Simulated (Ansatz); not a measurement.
Values for one crystal, relaxed and computed with r²SCAN (plane waves, PAW; program Ansatz); other levels are named.

```yaml
volume_per_atom: 9.59 Å³
band_gap: 1.18 eV (indirect)
Elastic constants (relaxed ions, GPa): C11 = 473, C12 = 85.0, C13 = 89.8, C33 = 642, C44 = 214
HSE06 gap on the r²SCAN cell: 1.65 eV
mechanical_stability: stable (all eigenvalues of C positive)
hill_bulk_and_shear_moduli: 233 and 212 GPa
Poisson's ratio: 0.15
```

Pick the material that matches.
A. BN, P6_222 (B on 3d, N on 3c)
B. SiC, P6_222 (Si on 3d, C on 3c)
C. InP, P6_222 (In on 3c, P on 3d)
D. KI, rock salt

B, SiC, P6_222 (Si on 3d, C on 3c)

The start of the workflow was typed in or built on a structure type; neither database checked (COD, Materials Project) lists it. It is not the phase usual at ambient conditions (space group No. 186, 216). Symmetry was held in the r²SCAN relaxation; whether a distortion lowers the energy is not shown. Its formation energy is positive at this level, so the cell may be metastable or incomplete.

Potentials: the later of the program's two PAW sets.
